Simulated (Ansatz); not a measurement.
Rb$_{2}$ZnF$_{4}$:
Space group I4/mmm (No. 139); a = b = 4.1317 Å, c = 13.6751 Å, α = β = γ = 90.00°

```tsv
atom	site	symmetry	x	y	z
Rb	4e	4mm	0.0000	0.0000	0.3538
Zn	2a	4/mmm	0.0000	0.0000	0.0000
F	4e	4mm	0.0000	0.0000	0.1469
F	4c	mmm.	0.0000	0.5000	0.0000
```
(The calculation used a cell of 7 atoms; values per cell refer to that cell.)

Relaxed with r²SCAN. r²SCAN (plane waves, PAW; program Ansatz) gives a gap of 5.16 eV.

**Question.** What gap does HSE06 give on the same cell (Ansatz, PAW)?

**Answer.** 6.79 eV, 1.63 eV more. The hybrid was solved on a coarser mesh and at special points; its gap is the smallest among all of these.

```tsv
k	v1 r²SCAN	c1 r²SCAN	v1 HSE06	c1 HSE06
Γ	-1.26	5.16	-1.15	6.79
M	-1.30	6.18	?	?
X	0.00	7.93	?	?
P	0.00	8.17	?	?
N	-0.12	8.11	?	?
S0	-0.13	8.09	-0.11	9.85
R	-0.04	7.97	-0.05	9.62
```

**Question.** Top valence (v1) and lowest conduction level (c1) in eV from each method's valence maximum (which need not be a listed point): supply the withheld HSE06 values.

**Answer.** 
- P, v1 HSE06: 0.00
- P, c1 HSE06: 9.83
- N, v1 HSE06: -0.10
- N, c1 HSE06: 9.80
- M, v1 HSE06: -1.16
- M, c1 HSE06: 7.91
- X, v1 HSE06: 0.00
- X, c1 HSE06: 9.58

Cost on shared cores: the r²SCAN run (SCF on a 9×9×9 mesh, then bands and DOS) about 2.7 core-minutes (a rough figure), the HSE06 run (SCF on 6×6×6, then a few points) very roughly 12 core-minutes; the tasks are unlike.

The first step of the workflow began from a Materials Project structure, measured or hypothetical; the Crystallography Open Database copy checked does not list it. Whether it is the stable phase at ambient conditions was not checked. Symmetry was held in the r²SCAN relaxation; whether a distortion lowers the energy is not shown. Spin–orbit coupling is left out wherever it is not named.

Potentials: the later of the program's two PAW sets.
